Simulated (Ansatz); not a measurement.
# Squeezing AlAu

```
Al Au
1.0
     3.22394    0.00000    0.00000
     0.00000    3.22394    0.00000
     0.00000    0.00000    3.22394
Al Au
1 1
Cartesian
  0.0000 0.0000 0.0000
  1.6120 1.6120 1.6120
```

The base volume is that of a database entry, with shape and atoms relaxed on PAW files at held volume, so it needn't be at zero pressure; the structure needn't be the stable phase, at rest or compressed.

Its volume is scaled, and at each volume shape and atoms are relaxed on PAW files; all methods then take that cell.

Computed with Ansatz 0.2.0; functional LDA, scalar-relativistic. Settings: a Γ-centred 11×11×11 k mesh, Fermi–Dirac smearing of 0.05 eV, no spin polarisation. Methods: LAPW: all electrons, basis error target 1 meV/atom; PAW: frozen-core files, cutoff 420 eV; crystal datasets: all electrons, by PAW datasets that the program makes for each cell.

Energies are extrapolated to zero smearing and count from the unscaled cell; pressure is positive in compression; gaps take the mesh and a band path. No temperature or zero-point motion is included.

Spin–orbit coupling is left out, which matters for the heavy atoms. The PAW files were made under PBE.

```tsv
V/V0	V (Å³/atom)	P LAPW (GPa)	ΔE LAPW (eV/atom)	P PAW − LAPW (GPa)	ΔE PAW − LAPW (meV/atom)	space group	shortest distance (Å)
1.00	16.75	-7.65	0.000	-0.04	0.0	Pm-3m	?
0.85	14.24	?	0.039	-0.02	-0.5	Pm-3m	2.645
0.65	10.89	126.2	1.286	0.23	0.9	Pm-3m	2.419
0.60	10.05	186.8	2.095	0.40	2.6	Pm-3m	2.355
```

Question: Give the missing entry: row "0.85", column "P LAPW (GPa)".

Answer: 16.95.

Question: Fill in "shortest distance (Å)" for the row "1.00".

Answer: 2.792.

Question: From the table, what is the rise of the enthalpy H = E + pV up to the last row, and how stiff is the crystal between the last two rows?

Answer: ΔH = 2.095 eV + (186.8 GPa × 10.05 Å³ + 7.65 GPa × 16.75 Å³) × 0.006242 eV/(GPa·Å³) = 14.61 eV/atom, of which pV makes 86 %. The mean bulk modulus there is −ΔP/Δln V = 757 GPa.

Question: At the smallest volume, how far do crystal datasets lie from LAPW in pressure?

Answer: crystal datasets: 0.00 GPa, on a LAPW pressure of 186.8 GPa.

Question: How do the Löwdin populations by LAPW change from the unscaled cell to the last row?

Answer: Al 3s 1.11 → 0.83, Al 3p 2.32 → 2.75, Au 5s 1.96 → 1.92, Au 6s 0.89 → 0.78, Au 5d 9.59 → 9.54 electrons an atom. These are projections on the shells that the free atoms fill; 0.15 e a cell lies outside them at the start and 0.24 e at the end.
